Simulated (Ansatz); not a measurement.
Candidates compared on computed values. An acoustic mirror alternates quarter-wave layers of high and low impedance; the larger the ratio, the fewer layers.

α-quartz SiO2 serves as the reference. Each row is paired with the reference. Frequency 3.5 GHz, 3 pairs, polycrystalline averages.

Levels of theory (Ansatz, a plane-wave PAW program): density: r²SCAN, relaxed cell; longitudinal speed: r²SCAN, elastic tensor, Hill average.

Over 15 meV/atom above the lowest phase of their formula at hand: polar orthorhombic HfO2 (21 meV/atom, r²SCAN). Spin–orbit coupling is left out unless named.

Model: Z = ρ v_l; layer = v_l/4f; ratio = larger Z over smaller Z; isolation ≈ 20 × 3 × log₁₀(ratio), up to a constant set by the substrate.

| crystal | density (g/cm³) | v_l (km/s) | impedance (MRayl) | quarter wave (nm) | impedance ratio | isolation (dB) |
|---|---|---|---|---|---|---|
| polar orthorhombic HfO2 (Pca2₁) | 10.47 | 6.03 | 34.72 | 431 | 2.167 | 20 |
| sapphire (α-Al2O3) | 3.99 | 10.93 | 43.61 | 781 | 2.722 | 26 |
| HfSiO4 (I4₁/amd) | 6.95 | 7.49 | 52.06 | 535 | 3.250 | 31 |
| α-quartz SiO2, reference | 2.64 | 6.07 | 16.02 | 434 | 1.000 | 0 |

### Question
A slip was made in one value of «impedance (MRayl)» and carried on. Locate it and redo the row.

### Answer
The row of polar orthorhombic HfO2 shows 34.72. From its own inputs, Z = 10.47 × 6.03 = 63.13 MRayl. Carried on: impedance ratio: larger of 63.13/16.02 and its inverse = 3.941; isolation: 20 × 3 × log₁₀(3.941) = 36 dB. The other rows agree with the rules.

With the correction: In order of impedance ratio, highest first: polar orthorhombic HfO2 (3.941 ± 0.12), HfSiO4 (3.250 ± 0.10), sapphire (2.722 ± 0.086). The ± follows from allowances picked for this note (density 1 %, longitudinal speed 3 %), carried to first order and added in quadrature, each row's own inputs moving alone; ≈ joins neighbours closer than their two ± added in quadrature.

Sputtered films are textured or amorphous and softer than these crystals; shear waves need a mirror of their own. Where several phases of a formula are at hand, those over 0.1 eV/atom above the lowest were not drawn (by r²SCAN where it compared them, else by the largest value; a layered or molecular lowest phase counts only with a dispersion term); other phases could lie lower still. Rows are a sample by related chemistry or structure, familiar materials first, kept where one row at least reaches a ratio of 2.5. Limits of the draw: impedance over 8 MRayl; for moduli and speeds, an anisotropy index under 2.5, no layered crystals; no unfamiliar magnets, and cubic perovskites only if shown or known to be stable. As a rule kept out of such tables: 4f compounds, open-shell compounds run without a Hubbard term, cells found unstable in the tests at hand, cells close to a higher symmetry, and runs set to a pressure or over 12 % in volume from the crystal's fullest run.
